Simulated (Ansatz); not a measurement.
A trial cell of AlGa2Sb3, before relaxation:

```cif
data_structure
_symmetry_space_group_name_H-M 'P6/mmm'
_symmetry_Int_Tables_number 191
_cell_length_a 6.1297
_cell_length_b 6.1297
_cell_length_c 4.3447
_cell_angle_alpha 90.000
_cell_angle_beta 90.000
_cell_angle_gamma 120.000
_cell_volume 141.37
loop_
_atom_site_label
_atom_site_type_symbol
_atom_site_symmetry_multiplicity
_atom_site_Wyckoff_symbol
_atom_site_fract_x
_atom_site_fract_y
_atom_site_fract_z
_atom_site_occupancy
Al1 Al 1 a 0.00000 0.00000 0.00000 1
Ga1 Ga 2 c 0.33333 0.66667 0.00000 1
Sb1 Sb 3 g 0.50000 0.00000 0.50000 1
```

All numbers below come from DFT PBE, scalar-relativistic, plane waves, PAW (Ansatz). Cutoff 420 eV, Gaussian smearing, Γ-centred meshes. Cell and atoms relax first on a coarse mesh and then on a finer one. In between, the cell is made exact in the group found at 0.06 Å. In metals the finer mesh still leaves noise of several meV/atom or more. The steps can't lower the symmetry of their start. No spin polarisation.

A guess keeps its type if space group and coordination stay and the shape of the cell changes little (axis ratios within about 15 %, angles within 6°); the volume may change.

Q: Does it keep its structure type, or change into something else?

A: It keeps its type. The symmetry stays P6/mmm (No. 191). The volume per atom grows by 19.5 %, from 23.6 to 28.2 Å³. The shortest distance goes from 2.80 Å (Ga–Sb) to 3.08 Å (Ga–Sb). The ratio c/a of the conventional cell changes by a factor of 1.13. Counting neighbours within 15 % of an atom's shortest distance, the start has Al 18, Ga 6, Sb 8 and the end Al 18, Ga 6, Sb 8.

The last run used a 6×6×8 mesh (in the run's order of axes) for its 6-atom cell and Gaussian smearing of 0.10 eV. Spin–orbit coupling, which can matter for Sb, is left out. A structure relaxed within its symmetry needn't be a true minimum. Another cell of AlGa2Sb3 relaxed alike, in P4mm, lies 256 meV/atom lower, so this cell isn't the stable form at this level.
